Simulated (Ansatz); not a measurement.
A relaxed structure of Cs. Space group Fm-3m (No. 225), fcc (Cu type). These are r2SCAN (plane waves to 500 eV, PAW, scalar-relativistic; Ansatz, a first-principles code) values and carry that method's errors.

```cif
data_Cs
_chemical_formula_sum 'Cs1'
_space_group_name_H-M_alt 'P 1'
_space_group_IT_number 1
_cell_length_a 5.60779
_cell_length_b 5.60779
_cell_length_c 5.60779
_cell_angle_alpha 60.000
_cell_angle_beta 60.000
_cell_angle_gamma 60.000
loop_
_space_group_symop_operation_xyz
  'x, y, z'
loop_
_atom_site_label
_atom_site_type_symbol
_atom_site_fract_x
_atom_site_fract_y
_atom_site_fract_z
_atom_site_occupancy
Cs1 Cs 0.00000 0.00000 0.00000 1
```

```json
{
 "volume_per_atom": "124.70 Å³",
 "band_gap": "no gap (metallic)",
 "shortest_distances": "",
 "k-mesh": "10×10×10"
}
```

Band energies at high-symmetry points (eV from the Fermi level; labels of this space group; no spin-orbit coupling), from −5 eV up to 2.0 eV:

```
point        energies
-----  --------------
Γ               -1.70
X      0.35 1.20 1.34
U      0.68 1.03 1.29
K      0.68 1.03 1.29
L           0.09 0.61
W      0.78 1.24 1.24
```

No spin polarisation in the result.

The run could not lose the symmetry of its start.

The relaxed structure has the type that Cs is known to take under pressure; here it was relaxed at zero pressure, from a generated start.
